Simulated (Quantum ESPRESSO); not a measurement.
## Mg8S7Se (convergence and cost over cutoff and k mesh)

Simulated, not a measurement. The program is pw.x of Quantum ESPRESSO 7.5 (plane-wave density functional theory). The cell is made up: 16 atoms on a doubled zincblende/diamond lattice, with randomly drawn elements, strain and displacements, not relaxed. PseudoDojo standard norm-conserving files (v0.5 for PBE, v0.4.1 for LDA and PBEsol) set the functional; there is no spin polarisation, spin-orbit coupling or dispersion term, and the masses in the input are unused placeholders.

Input of the run in row 2:

```
&control calculation='scf', pseudo_dir='./dojo.nc.sr.pbe.v0_5.standard.upf', outdir='./o', disk_io='medium', tprnfor=.true., tstress=.true. /
&system ibrav=0, nat=16, ntyp=3, nbnd=75, ecutwfc=85.99341389, nosym=.true., tot_charge=0,
 occupations='smearing', smearing='fd', degauss=0.0018374661
/
&electrons conv_thr=7.350e-09, electron_maxstep=60, /
ATOMIC_SPECIES
Mg 1.0 Mg.upf
S 1.0 S.upf
Se 1.0 Se.upf
CELL_PARAMETERS angstrom
5.8882 -0.0055 -0.0901
-0.0055 5.7461 0.0193
-0.1802 0.0386 11.8324
ATOMIC_POSITIONS angstrom
Mg -0.0026 -0.0869 0.0762
Mg -0.0514 3.0026 2.9568
Mg 2.9547 -0.0277 2.9378
Mg 2.9575 2.9028 -0.0173
Mg -0.1513 -0.0054 5.9715
Mg -0.1315 2.8958 8.9196
Mg 2.7986 -0.0677 8.7866
Mg 2.8272 2.8364 5.9155
S 1.4455 1.5341 1.4368
S 1.4348 4.2938 4.4073
S 4.3396 1.4749 4.4177
S 4.4012 4.313 1.4655
Se 1.4348 1.449 7.3896
S 1.1906 4.33 10.364
S 4.2709 1.4295 10.2979
S 4.3382 4.3925 7.3214
K_POINTS automatic
4 4 2 1 1 1
```

The same cell was run at these settings. Meshes are shifted by half a step, and differences are from the last row, which is itself not exact.

| cutoff (eV) | k mesh | k points solved | threshold (eV) | free energy less the last row's (eV) | pressure (GPa) | largest stress difference (GPa) | largest force difference (eV/Å) | iterations | wall time (s) | k-point pools | processor |
| --- | --- | --- | --- | --- | --- | --- | --- | --- | --- | --- | --- |
| 819 | 2 x 2 x 2 | 4 | 1e-04 | 5.524 | -21.95 | 19.55 | 0.020 | 7 | 202 | 1 | AMD EPYC, Zen 5 class |
| 1170 | 4 x 4 x 2 | 16 | 1e-07 | 0.004 | -2.47 | 0.00 | 0.008 | 11 | 1596 | 1 | AMD EPYC, Zen 5 class |
| 1467 | 6 x 6 x 4 | 72 | 1e-07 | 0.000 | -2.47 | 0.00 | 0.000 | 11 | 929 | 4 | AMD EPYC, Zen 5 class |

Each pool is one process. Wall times include start-up and a band step at six k points, which weighs most on the coarsest meshes. The runs were on shared virtual cores whose load varied, so times are rough.